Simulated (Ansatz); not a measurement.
CuF in the NiAs structure, relaxed with r2SCAN, was run in the plane-wave code Ansatz under altered settings. All numbers are computed, without spin polarisation but where a row says otherwise.

```
CELL_PARAMETERS angstrom
2.76254 0.00000 0.00000
-1.38127 2.39243 0.00000
0.00000 0.00000 6.40198
ATOMIC_POSITIONS crystal
Cu 0.00000 0.00000 0.00000
Cu 0.00000 0.00000 0.50000
F 0.33333 0.66667 0.25000
F 0.66667 0.33333 0.75000
```

The base run's other keys:
```yaml
kpoints:
  mp_grid: { grid: [6, 6, 2] }
hamiltonian:
  xc: hse06
scf:
  occupations: { method: fermi_dirac, width: 0.02 }
  n_extra_bands: 5
```

It takes 26 iterations with 843 plane waves at 420 eV and 14 k points, and leaves a mean stress of +3.25 GPa. The gap over this mesh is 0.872 eV. It ran on 4 threads of Intel(R) Xeon(R) Platinum 8488C (Sapphire Rapids), with other jobs on the host.

Outcomes, with energy and stress as changes against the base:
```tsv
setting	outcome	ΔF (meV/atom)	Δ mean stress (GPa)	gap on the mesh (eV)	iterations	wall time
PBE hybrid, exx coeff 0.15, omega 0.3 1/Å	converged, warned	–	+1.1	none	22	9 s
PBE hybrid, exx coeff 0.05, unscreened	converged, warned	–	+2.2	none	22	9.2 s
crystal.symmetry.detect: false	converged, warned	0.0	0.0	0.873	29	37 s
```
A dash marks a value that wasn't obtained or can't be compared. Stress is positive in compression. The base took 9.2 s. The base's mesh is coarse for a hybrid, so its own values aren't converged.

- PBE hybrid, exx coeff 0.15, omega 0.3 1/Å. That is 15 % exact exchange, screened with ω = 0.3 1/Å, against HSE06's 25 % screened at 0.208 1/Å. The mean stress moves by +1.1 GPa (single components by up to 3.5) and the gap on the mesh by -0.930 eV (no gap is left). Totals of different functionals aren't comparable. Warned: filled band counts differ across k points.
- PBE hybrid, exx coeff 0.05, unscreened. That is 5 % exact exchange, at all ranges, against HSE06's 25 % screened at 0.208 1/Å. The mean stress moves by +2.2 GPa (single components by up to 7.2) and the gap on the mesh by -1.326 eV (no gap is left). Totals of different functionals aren't comparable. Warned: filled band counts differ across k points.
- crystal.symmetry.detect: false. It converges in 29 iterations against the base's 26, on 72 k points in place of 14. This key steers the way to the solution, not the solution: the results stay as they were. Warned: hybrid solves reversed points apart.

Within 1 meV an atom, 0.1 GPa and 0.005 eV of the base stay: crystal.symmetry.detect: false.

The program warns that its thresholds are loose for a hybrid's stress.

The meshes of the hybrids are coarse, so their gaps aren't converged to the digits shown.
